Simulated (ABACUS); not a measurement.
Set-up for a self-consistent single point of ZnS (P6_3mc, 8 atoms in the cell; from Materials Project mp-10281, changed as shown).

```yaml
crystal:
  lattice:
    - [3.73277, 0.00000, 0.00000]
    - [-1.86638, 3.23267, 0.00000]
    - [0.00000, 0.00000, 12.20355]
  atoms:
    - { symbol: Zn, position: [0.66667, 0.33333, 0.74993] }
    - { symbol: Zn, position: [0.33333, 0.66667, 0.24993] }
    - { symbol: Zn, position: [0.00000, 0.00000, 0.50000] }
    - { symbol: Zn, position: [0.00000, 0.00000, 0.00000] }
    - { symbol: S, position: [0.66667, 0.33333, 0.93773] }
    - { symbol: S, position: [0.33333, 0.66667, 0.43773] }
    - { symbol: S, position: [0.00000, 0.00000, 0.68734] }
    - { symbol: S, position: [0.00000, 0.00000, 0.18734] }
```

Level of theory: PBE, numerical atomic orbitals TZDP (confined pseudo-atomic orbitals with Gaussian additions; energy shift 0.01 Ry), PseudoDojo 0.5 standard norm-conserving PBE (tails mended) pseudopotentials (ABACUS 3.10.1).

ABACUS settings:

| key | value |
|---|---|
| basis | TZDP numerical atomic orbitals, energy shift 0.01 Ry |
| KPT | Gamma 12 12 4 0 0 0 |
| basis_type | lcao |
| ecutwfc | 100 Ry |
| smearing_method | fixed |
| potentials | PseudoDojo 0.5 standard norm-conserving PBE (tails mended) |
| symmetry | 1 |
| symmetry_prec | 1e-05 |
| ks_solver | genelpa |
| scf_nmax | 100 |
| scf_thr | 1.0e-07 |
| mixing_type | broyden |
| mixing_beta | 0.7 |

Q: Estimate, at this level of theory: gap on the k-point mesh and pressure.

A: The run gave:

Gap on the k-point mesh: 2.72 eV
Pressure: 8.41 GPa

The gap is read on the k-point mesh of the run and can differ from the gap over the whole zone at this level.

For comparison: a first run was changed to give this one (lattice scaled by 0.98), and from it to this one the free energy goes up by 38.6 meV/atom, the pressure goes from 2.68 to 8.41 GPa and the gap on the mesh goes from 2.407 to 2.718 eV.

The atom-centred basis is finite, which shifts total energies, pressures and gaps against plane waves. The structure comes from a collection of computed structures, made at another level of theory; the collection holds predicted forms beside known ones.

Cost on one core: roughly 50 core-seconds.

The atomic orbitals were generated for these runs; they are not ABACUS's published sets and were checked against plane waves on a few crystals only.

“Tails mended”: in these copies of the files the far tail of each local potential was reset to the Coulomb form.
